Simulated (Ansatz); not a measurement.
Tl2Se: levels along high-symmetry lines

```
CELL_PARAMETERS angstrom
0.00000 3.77983 3.77983
3.77983 0.00000 3.77983
3.77983 3.77983 0.00000
ATOMIC_POSITIONS crystal
Se 0.00000 0.00000 0.00000
Tl 0.25000 0.25000 0.25000
Tl 0.75000 0.75000 0.75000
```

Atom numbers follow the list: Se1, Tl2, Tl3.

The cell was built from the fluorite type and relaxed in the same program, and has space group Fm-3m; it needn't be a known or the stable phase.

No spin–orbit coupling, which matters for the heavy atoms here.

Level of theory: DFT, PBE, all-electron LAPW, scalar-relativistic (Ansatz 0.2.0).

Sampling and basis: a Γ-centred 10×10×10 k mesh, Fermi–Dirac smearing of 0.03 eV, basis error target 0.5 meV/atom, no spin polarisation.

Points in fractions of the reciprocal vectors of this cell: Γ (0, 0, 0), X (0.5, 0, 0.5), U (0.625, 0.25, 0.625), K (0.375, 0.375, 0.75), L (0.5, 0.5, 0.5), W (0.5, 0.25, 0.75). The path joins them by straight lines in the order Γ–X–U–K–Γ–L–W–X; legs that retrace an earlier one aren't tabulated. Energies are in eV from the Fermi level.

(1) Metal or insulator at this level of theory?

(2) Tabulate bands 44 to 50, counted from the lowest band of the run, along the path.

Results:

(1) No gap opens: metallic or semimetallic.

(2) 
```json
{"k (1/Å)": "0.00", "point": "Γ", "band 44": "-3.53", "band 45": "-1.80", "band 46": "-1.80", "band 47": "-1.80", "band 48": "1.03", "band 49": "1.03", "band 50": "1.03"}
{"k (1/Å)": "0.21", "point": "", "band 44": "-3.82", "band 45": "-2.02", "band 46": "-2.02", "band 47": "-1.61", "band 48": "1.32", "band 49": "1.32", "band 50": "1.74"}
{"k (1/Å)": "0.42", "point": "", "band 44": "-4.33", "band 45": "-2.46", "band 46": "-2.46", "band 47": "-1.16", "band 48": "1.90", "band 49": "2.02", "band 50": "2.02"}
{"k (1/Å)": "0.62", "point": "", "band 44": "-4.71", "band 45": "-2.82", "band 46": "-2.82", "band 47": "-0.64", "band 48": "0.76", "band 49": "2.86", "band 50": "2.86"}
{"k (1/Å)": "0.83", "point": "X", "band 44": "-4.83", "band 45": "-2.95", "band 46": "-2.95", "band 47": "-0.33", "band 48": "0.27", "band 49": "3.38", "band 50": "3.38"}
{"k (1/Å)": "0.90", "point": "", "band 44": "-4.92", "band 45": "-2.94", "band 46": "-2.87", "band 47": "-0.28", "band 48": "0.23", "band 49": "3.29", "band 50": "3.37"}
{"k (1/Å)": "0.98", "point": "", "band 44": "-5.13", "band 45": "-2.90", "band 46": "-2.66", "band 47": "-0.10", "band 48": "0.11", "band 49": "3.06", "band 50": "3.33"}
{"k (1/Å)": "1.05", "point": "", "band 44": "-5.40", "band 45": "-2.83", "band 46": "-2.43", "band 47": "-0.07", "band 48": "0.18", "band 49": "2.77", "band 50": "3.27"}
{"k (1/Å)": "1.13", "point": "U", "band 44": "-5.66", "band 45": "-2.74", "band 46": "-2.21", "band 47": "-0.30", "band 48": "0.58", "band 49": "2.48", "band 50": "3.21"}
{"k (1/Å)": "1.25", "point": "", "band 44": "-5.81", "band 45": "-2.87", "band 46": "-1.78", "band 47": "-0.58", "band 48": "0.88", "band 49": "2.08", "band 50": "3.37"}
{"k (1/Å)": "1.38", "point": "", "band 44": "-5.94", "band 45": "-2.97", "band 46": "-1.26", "band 47": "-0.99", "band 48": "1.12", "band 49": "1.75", "band 50": "3.50"}
{"k (1/Å)": "1.51", "point": "", "band 44": "-5.81", "band 45": "-2.87", "band 46": "-1.78", "band 47": "-0.58", "band 48": "0.88", "band 49": "2.08", "band 50": "3.37"}
{"k (1/Å)": "1.63", "point": "K", "band 44": "-5.66", "band 45": "-2.74", "band 46": "-2.21", "band 47": "-0.30", "band 48": "0.58", "band 49": "2.48", "band 50": "3.21"}
{"k (1/Å)": "1.85", "point": "", "band 44": "-5.72", "band 45": "-2.39", "band 46": "-1.81", "band 47": "-1.05", "band 48": "1.80", "band 49": "2.20", "band 50": "3.00"}
{"k (1/Å)": "2.07", "point": "", "band 44": "-4.84", "band 45": "-2.06", "band 46": "-1.75", "band 47": "-1.67", "band 48": "1.64", "band 49": "1.95", "band 50": "3.28"}
{"k (1/Å)": "2.30", "point": "", "band 44": "-3.92", "band 45": "-1.91", "band 46": "-1.86", "band 47": "-1.80", "band 48": "1.26", "band 49": "1.32", "band 50": "1.83"}
{"k (1/Å)": "2.52", "point": "Γ", "band 44": "-3.53", "band 45": "-1.80", "band 46": "-1.80", "band 47": "-1.80", "band 48": "1.03", "band 49": "1.03", "band 50": "1.03"}
{"k (1/Å)": "2.70", "point": "", "band 44": "-3.80", "band 45": "-1.88", "band 46": "-1.88", "band 47": "-1.76", "band 48": "1.20", "band 49": "1.20", "band 50": "1.60"}
{"k (1/Å)": "2.88", "point": "", "band 44": "-4.47", "band 45": "-2.04", "band 46": "-2.04", "band 47": "-1.33", "band 48": "1.55", "band 49": "1.55", "band 50": "2.48"}
{"k (1/Å)": "3.06", "point": "", "band 44": "-5.08", "band 45": "-2.18", "band 46": "-2.18", "band 47": "-0.68", "band 48": "1.78", "band 49": "1.78", "band 50": "2.79"}
{"k (1/Å)": "3.24", "point": "L", "band 44": "-5.32", "band 45": "-2.23", "band 46": "-2.23", "band 47": "-0.35", "band 48": "1.83", "band 49": "1.83", "band 50": "2.97"}
{"k (1/Å)": "3.38", "point": "", "band 44": "-5.44", "band 45": "-2.32", "band 46": "-2.08", "band 47": "-0.58", "band 48": "1.85", "band 49": "2.02", "band 50": "2.93"}
{"k (1/Å)": "3.53", "point": "", "band 44": "-5.71", "band 45": "-2.61", "band 46": "-1.70", "band 47": "-0.88", "band 48": "1.82", "band 49": "1.87", "band 50": "2.74"}
{"k (1/Å)": "3.68", "point": "", "band 44": "-5.94", "band 45": "-2.97", "band 46": "-1.26", "band 47": "-0.99", "band 48": "1.12", "band 49": "1.75", "band 50": "3.50"}
{"k (1/Å)": "3.82", "point": "W", "band 44": "-6.03", "band 45": "-3.13", "band 46": "-1.01", "band 47": "-1.01", "band 48": "0.76", "band 49": "1.72", "band 50": "3.99"}
{"k (1/Å)": "3.93", "point": "", "band 44": "-5.71", "band 45": "-3.11", "band 46": "-1.62", "band 47": "-0.48", "band 48": "0.49", "band 49": "2.05", "band 50": "3.71"}
{"k (1/Å)": "4.03", "point": "", "band 44": "-5.34", "band 45": "-3.05", "band 46": "-2.23", "band 47": "-0.07", "band 48": "0.08", "band 49": "2.63", "band 50": "3.52"}
{"k (1/Å)": "4.13", "point": "", "band 44": "-5.00", "band 45": "-2.98", "band 46": "-2.73", "band 47": "-0.22", "band 48": "0.19", "band 49": "3.15", "band 50": "3.42"}
{"k (1/Å)": "4.24", "point": "X", "band 44": "-4.83", "band 45": "-2.95", "band 46": "-2.95", "band 47": "-0.33", "band 48": "0.27", "band 49": "3.38", "band 50": "3.38"}
```
